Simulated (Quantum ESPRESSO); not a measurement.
For atom 5 (O) of HfSiO4 in I4₁/amd, the PAW reconstruction of the field gradient on a scalar-relativistic PBE ground state (a modified build of Quantum ESPRESSO, JTH datasets) gives this field-gradient tensor in Cartesian axes (atomic units, 1 a.u. = 9.7174×10²¹ V/m²):

```
-0.4401   0.0000   0.0000
 0.0000   0.2204   0.2545
 0.0000   0.2545   0.2196
```

Geometry: a computed entry of the Materials Project; it was not checked against measured cells. It is HfSiO4 in I4₁/amd; whether this form has been observed was not checked. Stability against distortions was not tested. The run has no spin polarisation.  Cores are frozen. Against all-electron runs on small test molecules, this scheme's |Vzz| missed by −6 % on Si, −2 to +6 % on O. Hf had no test against all-electron runs. Spin–orbit coupling is left out, a limit on Hf.

Task: Find the principal values, η_Q, |C_Q|, ν_Q and P_Q for ¹⁷O (I = 5/2, |Q| = 0.0256 barn), and the second-order MAS shift at 18.8 T.

Result: Eigenvalues (principal values) by size: Vxx = -0.0345, Vyy = -0.4401, Vzz = 0.4745 a.u. (they sum to zero).
η_Q = (Vxx − Vyy)/Vzz = 0.85.
|C_Q| = 234.96 MHz × |Q|/barn × |Vzz|/a.u. = 234.96 × 0.0256 × 0.4745 = 2.85 MHz.
Quadrupole frequency ν_Q = 3C_Q/[2I(2I − 1)] = 0.428 MHz, and P_Q = C_Q(1 + η²/3)^½ = 3.18 MHz.
At 18.8 T the Larmor frequency is ν0 = 108.6 MHz, and the second-order shift of the central transition's centre of gravity under MAS is −(3/40)(P_Q/ν0)²[I(I + 1) − 3/4]/[I²(2I − 1)²] × 10⁶ = -5.2 ppm.
